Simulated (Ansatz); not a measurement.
**Perovskite alloy of SrTiO3 and BaTiO3 (4 of 8 Sr sites exchanged), 40 atoms**

Ansatz, PAW, plane waves. PBEsol relaxation of volume and atoms (shape held) at the single k point (¼, ¼, ¼) without its symmetry partners; single points on the relaxed atoms at the single k point (¼, ¼, ¼) without its symmetry partners, onto which points of the small cell's zone fold. Arrangement: clustered. No spin–orbit coupling unless named.

Relaxed structure:

```yaml
crystal:
  lattice:
    - [7.88150, 0.00000, 0.00000]
    - [0.00000, 7.88150, 0.00000]
    - [0.00000, 0.00000, 7.88150]
  atoms:
    - { symbol: Ba, position: [0.00329, 0.00299, 0.00298] }
    - { symbol: Ba, position: [0.00329, 0.00299, 0.50298] }
    - { symbol: Ba, position: [0.00329, 0.50299, 0.00298] }
    - { symbol: Ba, position: [0.00329, 0.50299, 0.50298] }
    - { symbol: Sr, position: [0.50479, 0.00581, 0.00580] }
    - { symbol: Sr, position: [0.50479, 0.00581, 0.50580] }
    - { symbol: Sr, position: [0.50480, 0.50582, 0.00580] }
    - { symbol: Sr, position: [0.50480, 0.50582, 0.50580] }
    - { symbol: Ti, position: [0.26201, 0.25683, 0.25682] }
    - { symbol: Ti, position: [0.26200, 0.25683, 0.75682] }
    - { symbol: Ti, position: [0.26200, 0.75683, 0.25682] }
    - { symbol: Ti, position: [0.26201, 0.75683, 0.75682] }
    - { symbol: Ti, position: [0.75243, 0.25752, 0.25751] }
    - { symbol: Ti, position: [0.75242, 0.25751, 0.75751] }
    - { symbol: Ti, position: [0.75242, 0.75752, 0.25751] }
    - { symbol: Ti, position: [0.75243, 0.75751, 0.75751] }
    - { symbol: O, position: [0.25485, 0.24719, 0.99621] }
    - { symbol: O, position: [0.25483, 0.24718, 0.49621] }
    - { symbol: O, position: [0.25485, 0.74718, 0.99622] }
    - { symbol: O, position: [0.25486, 0.74719, 0.49622] }
    - { symbol: O, position: [0.73949, 0.24734, 0.99641] }
    - { symbol: O, position: [0.73953, 0.24734, 0.49641] }
    - { symbol: O, position: [0.73953, 0.74734, 0.99642] }
    - { symbol: O, position: [0.73952, 0.74734, 0.49642] }
    - { symbol: O, position: [0.99467, 0.24836, 0.24832] }
    - { symbol: O, position: [0.99467, 0.24836, 0.74835] }
    - { symbol: O, position: [0.99468, 0.74836, 0.24835] }
    - { symbol: O, position: [0.99467, 0.74836, 0.74834] }
    - { symbol: O, position: [0.49753, 0.24570, 0.24571] }
    - { symbol: O, position: [0.49753, 0.24570, 0.74567] }
    - { symbol: O, position: [0.49753, 0.74571, 0.24570] }
    - { symbol: O, position: [0.49754, 0.74572, 0.74572] }
    - { symbol: O, position: [0.25484, 0.99622, 0.24716] }
    - { symbol: O, position: [0.25485, 0.99622, 0.74718] }
    - { symbol: O, position: [0.25485, 0.49622, 0.24717] }
    - { symbol: O, position: [0.25486, 0.49623, 0.74716] }
    - { symbol: O, position: [0.73951, 0.99642, 0.24733] }
    - { symbol: O, position: [0.73952, 0.99642, 0.74733] }
    - { symbol: O, position: [0.73951, 0.49643, 0.24733] }
    - { symbol: O, position: [0.73950, 0.49643, 0.74733] }
```

Q: What are the mean bond lengths by pair (pairs within 1.2 times the sum of covalent radii, less contacts 15 % beyond the pair's median; cation–cation pairs of compounds aside; long ionic contacts are cut short by that bound)?

A: Ba–O 2.816 ± 0.048 Å (standard deviation, 48 bonds); O–Sr 2.760 ± 0.072 Å (standard deviation, 48 bonds); O–Ti 1.974 ± 0.089 Å (standard deviation, 48 bonds).

Q: What gap lies between the top filled and the lowest empty level in the single points?

A: HSE06 4.45 eV (13 s on NVIDIA H100). Away from Γ this isn't the crystal's band gap.
